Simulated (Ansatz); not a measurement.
Consider the following.

TiN:
Space group Fm-3m (No. 225); a = b = c = 4.204 Å, α = β = γ = 90.00°

| atom | site | symmetry | x | y | z |
|---|---|---|---|---|---|
| Ti | 4b | m-3m | 0.5000 | 0.5000 | 0.5000 |
| N | 4a | m-3m | 0.0000 | 0.0000 | 0.0000 |
(The calculation used a cell of 2 atoms; values per cell refer to that cell.)

This is the PBEsol-relaxed structure.

**Question.** All from PBEsol (plane waves, PAW; program Ansatz), unless another level is named. Predict the Young's modulus.

**Answer.** 495 GPa.

**Question.** Next, the highest zone-centre frequency?

**Answer.** 535 cm⁻¹.

**Question.** Give the elastic constants (relaxed ions, GPa).

**Answer.** C11 = 643, C12 = 129, C44 = 172.

The cell was relaxed with PBEsol under the symmetry of its start; of distortions, only those at the zone centre were tested. The run is not spin-polarised. The volume moved by -21 % from the start of the relaxation. With an odd number of electrons in the cell and no spin polarisation, the count alone makes it a metal. As this level gives no gap, shear constants depend on the k-mesh and smearing (Fermi–Dirac, 0.1 eV here). As this level gives no gap, phonon frequencies hold no LO–TO term and depend on the k-mesh and smearing (Fermi–Dirac, 0.1 eV here).

Potentials: the later of the program's two PAW sets.
